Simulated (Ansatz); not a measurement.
Starting cell, AlNi (CsCl type):

```yaml
crystal:
  lattice:
    - [2.89304, 0.00000, 0.00000]
    - [0.00000, 2.89304, 0.00000]
    - [0.00000, 0.00000, 2.89304]
  atoms:
    - { symbol: Al, position: [0.00000, 0.00000, 0.00000] }
    - { symbol: Ni, position: [0.50000, 0.50000, 0.50000] }
```

In each cell atom 1 (Al, nearest neighbour Ni at 2.505 Å; its periodic images, 2.9 Å or more away, move with it) moves by s·(0.577, 0.577, 0.577) (along Cartesian [111]), the rest being held.

All values below come from PBE (plane waves to 420 eV, PAW, scalar-relativistic; Ansatz, a first-principles code). k mesh 13×13×13 (Γ-centred), Fermi-Dirac smearing 0.05 eV. E stands for the smeared free energy. Left out: 2 of 11 points, with atoms too close for the PAW data. With partly filled bands, energies and forces of such displacements shift with the k mesh and the smearing. AlNi is run without spin polarisation. AlNi was relaxed with its symmetry unable to fall. The zero of ΔE is the undisplaced structure.

Successive frames, forces in eV/Å:

```csv
frame,ΔE (meV/cell),F on Al1,F on Ni2
s = 0.000 Å,0,"(0.000, 0.000, 0.000)","(0.000, 0.000, 0.000)"
s = 0.150 Å,65,"(-0.516, -0.516, -0.516)","(0.516, 0.516, 0.516)"
s = 0.300 Å,282,"(-1.195, -1.195, -1.195)","(1.195, 1.195, 1.195)"
```

What are the energy and the forces in the next frame, s = 0.450 Å?

ΔE (meV/cell) = 718.

```json
[
 {"atom": "Al1", "Fx": "-2.245", "Fy": "-2.245", "Fz": "-2.245"},
 {"atom": "Ni2", "Fx": "2.245", "Fy": "2.245", "Fz": "2.245"}
]
```

(For displaced atoms, the force is minus the slope of the energy, and its curvature is a force constant, which sets phonon frequencies.)
